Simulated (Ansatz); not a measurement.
CoSn:
```
CELL_PARAMETERS angstrom
      5.24192     0.00000     0.00000
     -2.62096     4.53964     0.00000
      0.00000     0.00000     4.18693
ATOMIC_POSITIONS crystal
  Co 0.50000 0.00000 0.00000
  Co 0.50000 0.50000 0.00000
  Co 0.00000 0.50000 0.00000
  Sn 0.00000 0.00000 0.00000
  Sn 0.33333 0.66667 0.50000
  Sn 0.66667 0.33333 0.50000
```

Relaxed with r²SCAN.

Question: Map the electron localisation function on the plane through (0.500, 0.000, 0.000) spanned by u = [1, 1, 0] and v = [1, -1, 0] in lattice vectors, from r²SCAN in the plane-wave PAW code Ansatz.

Answer: x is the fraction of u, y of v (the angle between them is 90°; rows are the nearest grid lines); atoms in the plane: Co at (0.00, 0.00), Co at (0.50, 0.50), Co at (0.25, 0.75), Co at (0.75, 0.25), Co at (0.00, 0.50), Co at (0.50, 0.00), Sn at (0.25, 0.25), Sn at (0.75, 0.75).
```
|@@%-..--..-%@@@%-..--..-%@@|
|#*=:..::..:=*#*=:.:--:.:=*#|
|::...:--:...::::..-==-..:::|
|::---:..:---:::----------::|
|=-:..:--:..:-==--::..::--==|
|-:.:=%@@%=:.:---:      :---|
|-:.:*@@@@*:.:---:      :---|
|=:..:+**+:..:=--:.    .:--=|
|=--:......:--===--------===|
|...::----::.....:-====-:...|
|::...:--:...::::..-==-..:::|
|@@#-..::..-#@@@*-..--..-*@@|
|@@*-..--..-*@@@#-..::..-#@@|
|:::..-==-..::::...:--:...::|
|...:-====-:.....::----::...|
|===--------===--:......:--=|
|=--:.    .:--=:..:+**+:..:=|
|---:      :---:.:*@@@@*:.:-|
|---:      :---:.:=%@@%=:.:-|
|==--::..::--==-:..:--:..:-=|
|::----------:::---:..:---::|
|:::..-==-..::::...:--:...::|
|#*=:.:--:.:=*#*=:..::..:=*#|
|@@%-..--..-%@@@%-..--..-%@@|
```
Scale: ten equal steps from 0.001 (start of ' ') to 0.987 (end of '@'), in the order ' .:-=+*#%@'; x runs from 0.000 to 1.00, y from 0.000 (bottom) to 1.00 (top).

The density is the valence pseudo-density with augmentation charge, so density and ELF within about 1 Å of a nucleus are not all-electron values.

Space group P6/mmm. Symmetry was held in the r²SCAN relaxation. The workflow began spin-polarised and lost its moments. Spin–orbit coupling is left out wherever it is not named.

Potentials: the later of the program's two PAW sets.
